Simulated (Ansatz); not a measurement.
LiTaO$_{3}$:
Space group Pnma (No. 62); a = 5.065 Å, b = 8.555 Å, c = 4.686 Å, α = 90.00°, β = 90.00°, γ = 90.00°

```
atom  site  symmetry       x       y       z
----  ----  --------  ------  ------  ------
Li      4b        -1  0.0000  0.0000  0.5000
Ta      4c       .m.  0.0571  0.2500  0.9417
O       4c       .m.  0.3888  0.2500  0.1931
O       8d         1  0.2043  0.6030  0.2072
```

Relaxed with PBEsol. Plane-wave PAW PBEsol (Ansatz code) gives a gap of 2.62 eV.

Task: What gap does HSE06 give on the same cell (Ansatz, PAW)?

Result: 4.22 eV, 1.59 eV more. The hybrid was solved on a coarser mesh and at special points; its gap is the smallest among all of these.

```csv
k,v1 PBEsol,c1 PBEsol,v1 HSE06,c1 HSE06
Γ,0.00,2.62,0.00,4.22
X,-0.55,3.61,-0.59,5.25
Z,-0.16,3.39,…,…
U,-0.62,4.12,…,…
Y,-0.05,3.11,…,…
S,-0.64,3.85,…,…
T,-0.17,3.41,-0.15,5.06
R,-0.79,4.27,-0.81,5.95
```

Task: Top valence (v1) and lowest conduction level (c1) in eV from each method's valence maximum (which need not be a listed point): supply the withheld HSE06 values.

Result: 
- Z, v1 HSE06: -0.15
- Z, c1 HSE06: 5.04
- U, v1 HSE06: -0.65
- U, c1 HSE06: 5.80
- Y, v1 HSE06: -0.05
- Y, c1 HSE06: 4.70
- S, v1 HSE06: -0.69
- S, c1 HSE06: 5.49

Cost on shared cores: the PBEsol run (SCF on a 6×4×6 mesh, then bands and DOS) about 4 core-minutes (a rough figure), the HSE06 run (SCF on 3×2×4, then a few points) very roughly 6 core-minutes; the tasks are unlike.

The workflow started from a Materials Project entry (that database holds measured and hypothetical structures alike); the Crystallography Open Database copy checked does not list it. It is not the phase usual at ambient conditions (space group No. 161). The cell was relaxed with PBEsol under the symmetry of its start; whether a distortion lowers the energy is not shown. No spin polarisation was allowed. Spin–orbit coupling is left out wherever it is not named.

Potentials: the earlier of the program's two PAW sets.
